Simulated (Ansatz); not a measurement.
SnS$_{2}$:
```
CELL_PARAMETERS angstrom
      3.66928     0.00000     0.00000
     -1.83464     3.17769     0.00000
      0.00000     0.00000     5.80754
ATOMIC_POSITIONS crystal
  Sn 0.00000 0.00000 0.00000
  S  0.33333 0.66667 0.25455
  S  0.66667 0.33333 0.74545
```

Relaxed with PBE+D3(BJ). Special points in fractions of this cell's reciprocal vectors: Γ (0.000, 0.000, 0.000); M (0.500, 0.000, 0.000); K (0.333, 0.333, 0.000); A (0.000, 0.000, 0.500); L (0.500, 0.000, 0.500); H (0.333, 0.333, 0.500).

List the band energies nearest the valence-band maximum at these points for the program Ansatz at the PBE+D3(BJ) level (PAW).

In eV from the valence-band maximum; about four levels below and three above (degenerate sets whole), none deeper than 8.9 eV; points with the same levels are listed once.

```tsv
k	below	above
Γ	-0.75 -0.75 -0.51 -0.51 -0.01	1.69 3.49 5.28 5.28
M	-2.87 -2.64 -1.19 -0.39	1.61 4.32 5.77
K	-3.57 -3.57 -3.23 -1.57 -1.57	1.79 6.82 6.82
A	-0.86 -0.86 -0.35 -0.35	2.93 3.57 4.98 4.98
L	-2.44 -1.84 -0.85 -0.80	1.36 4.55 5.40
H	-4.16 -4.16 -3.67 -0.39 -0.39	2.90 5.19 5.19
```

Space group P-3m1 (CdI2 type). Symmetry was held in the PBE+D3(BJ) relaxation; of distortions, only those at the zone centre were tested. Scalar-relativistic: spin–orbit coupling is off unless named, which matters more the heavier the elements.

Potentials: the later of the program's two PAW sets.
